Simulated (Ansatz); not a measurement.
Below is a relaxed structure of LiSnF4. The cell was found from a structure generator's guess, not taken from experiment.

The calculation used Ansatz 0.2.0, DFT PBE, scalar-relativistic, plane waves, PAW. Cutoff 420 eV, Γ-centred mesh, Gaussian smearing, no spin polarisation.

```xyz
6
Lattice="4.2732 0.0000 0.0000 0.0000 4.2732 0.0000 0.0000 0.0000 6.8614" Properties=species:S:1:pos:R:3 pbc="T T T"
Li    2.1366    2.1366    3.4307
Sn    0.0000    0.0000    0.0000
F     0.0000    0.0000    2.1072
F     0.0000    0.0000    4.7542
F     0.0000    2.1366    0.0000
F     2.1366    0.0000    0.0000
```

Formation energies are uncorrected and refer to the elements' standard structures at the same level (F₂ as a molecule). The references include grey tin.

**Question.** What space group does it have?

**Answer.** P4/mmm (No. 123). Conventional cell: a = 4.273 Å, c = 6.861 Å. Li is surrounded by 8 F at 3.30 Å (long contacts); Sn is surrounded by 6 F at 2.11–2.14 Å; F on a site of symmetry 4mm has 1 Sn at 2.11 Å, 1 F at 2.65 Å, 4 F at 3.00 Å and 4 Li at 3.30 Å; around F on a site of symmetry mmm lie 2 Sn at 2.14 Å.

**Question.** What is its formation energy per atom?

**Answer.** −2.13 eV/atom. A negative formation energy is needed for stability but isn't enough: competing phases decide.

**Question.** Is it a metal?

**Answer.** Yes, bands cross the Fermi level on the 10×10×6 mesh.

The last run used a 10×10×6 mesh (in the run's order of axes) for its 6-atom cell and Gaussian smearing of 0.10 eV. No dispersion correction is applied, so the spacing and binding between layers, chains or molecules are poorly described. An odd number of electrons in the primitive cell allows no gap without spin; a larger cell or a magnetic state could open one. Symmetry constrained the relaxation, so the result can be a saddle point.
